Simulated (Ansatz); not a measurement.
Relaxed C (graphite type, space group P6_3/mmc):

```xyz
4
Lattice="2.4650 0.0000 0.0000 -1.2325 2.1348 0.0000 0.0000 0.0000 6.7305" Properties=species:S:1:pos:R:3 pbc="T T T"
C      0.0000     0.0000     1.6826
C      0.0000     0.0000     5.0478
C      0.0000     1.4232     1.6826
C      1.2325     0.7116     5.0478
```

In this cell atom 2 (C, nearest neighbour C at 1.423 Å; its periodic images, 2.5 Å or more away, move with it) is moved by s towards the nearest neighbour, unit vector (-0.866, 0.500, 0.000); all other atoms and the cell stay fixed.

Method: PBE-D3(BJ) (plane waves to 420 eV, PAW, scalar-relativistic; Ansatz, a first-principles code). k mesh 12×12×4 (Γ-centred), Fermi-Dirac smearing 0.05 eV. E stands for the smeared free energy. With partly filled bands, energies and forces of such displacements shift with the k mesh and the smearing. F∥ is the force on the atom along that direction. C was relaxed with its symmetry unable to fall. The zero of ΔE is the undisplaced structure.

Task: Predict the ΔE (meV/cell) and F∥ (eV/Å) at s (Å) = -0.280, -0.168, -0.112, 0.168, 0.280.

Result: 
```
s (Å)   ΔE (meV/cell)  F∥ (eV/Å)
------  -------------  ---------
-0.280           1533      8.039
-0.168            653      7.148
-0.112            305      5.212
0.168             868    -11.030
0.280            2660    -22.290
```

(For displaced atoms, the force is minus the slope of the energy, and its curvature is a force constant, which sets phonon frequencies.)
